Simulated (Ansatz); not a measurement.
# Kick test of a cell of In₂GaP₃

The cell was found from a structure generator's guess, not taken from experiment.

Method: DFT PBE, scalar-relativistic, plane waves, PAW in Ansatz. Settings: cutoff 420 eV, Γ-centred mesh 10×10×10 on the computed 6-atom cell, Gaussian smearing of 0.02 eV; no spin polarisation.

The cell below (6 atoms, space group I-4m2 (No. 119)) is relaxed within its symmetry.

```yaml
crystal:
  lattice:
    - [-2.04873, 2.04873, 8.75921]
    - [2.04873, -2.04873, 8.75921]
    - [2.04873, 2.04873, -8.75921]
  atoms:
    - { symbol: In, position: [0.83741, 0.83741, 0.00000] }
    - { symbol: In, position: [0.16259, 0.16259, 0.00000] }
    - { symbol: Ga, position: [0.50000, 0.50000, 0.00000] }
    - { symbol: P, position: [0.42544, 0.92544, 0.50000] }
    - { symbol: P, position: [0.07456, 0.57456, 0.50000] }
    - { symbol: P, position: [0.75000, 0.25000, 0.50000] }
```

For the test a repeat of it with 12 atoms (edges 4.10, 8.19, 9.23 Å) was strained at random (σ = 1.5 % a component), the atoms were moved at random (σ = 0.10 Å), and all was relaxed again on a coarse 4×2×4 mesh (in the run’s order of axes) with 0.10 eV smearing, with no symmetry imposed.

Task: Is the structure stable against such a distortion?

Result: It returns, within 1 meV/atom of the unmoved cell on that mesh and with the same symmetry when read at 0.1 Å (P1 at 0.01 Å, so small strains and shifts remain). So it is stable against the distortions that fit this cell and that this random move excites. Modes that don't fit the cell aren't tested.
